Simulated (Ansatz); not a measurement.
A geometry of SrTiO3 away from equilibrium: the start of the relaxation of a relaxed SrTiO3 cell shaken by Gaussian noise of σ = 0.08 Å a coordinate. Calculation: r2SCAN (plane waves to 500 eV, PAW, scalar-relativistic; Ansatz, a first-principles code). Γ-centred k-mesh 5×5×5 on the run's cell (coarser than for final values), Fermi–Dirac smearing 0.05 eV.

```xyz
10
Lattice="2.7632 1.5953 4.5058 -2.7632 1.5953 4.5058 0.0000 -3.1907 4.5058" Properties=species:S:1:pos:R:3 pbc="T T T"
Sr     0.0937    -0.1146     3.2745
Sr    -0.1500    -0.1055    10.0523
Ti    -0.0579     0.0124     0.0758
Ti     0.0049    -0.0139     6.7780
O     -0.0864     1.7166     7.9270
O     -1.1989    -0.8302     7.9230
O      1.5541    -0.7875     7.8496
O      0.0164    -1.5529     5.7218
O      1.3578     0.6920     5.5251
O     -1.3369     0.6867     5.7425
```

Q: Predict the force on each atom, in eV/Å.

A: 
```tsv
atom	Fx	Fy	Fz
Sr1	-0.45	0.53	0.82
Sr2	0.94	0.56	0.70
Ti3	0.22	-0.90	-1.41
Ti4	-0.27	0.07	0.49
O5	1.19	-1.40	-0.80
O6	-0.75	-0.29	1.31
O7	-0.34	1.08	0.28
O8	0.30	-2.12	-1.10
O9	0.47	1.15	0.72
O10	-1.31	1.30	-1.01
```

Q: What is the pressure?

A: +4.1 GPa, compression positive.

Q: How much energy per atom can still be gained by relaxing?

A: 0.08 eV/atom; the path ends in Cc (No. 9) at a tolerance of 0.01 Å, R3c (No. 161) at 0.1 Å.

No spin polarisation in the result.

The end of the path is a generated cell of SrTiO3: the first start was made by placing the elements on the sites of a structure type, and the end was not matched to a known phase here, so it may be hypothetical. Known forms of SrTiO3 include space group No. 221.
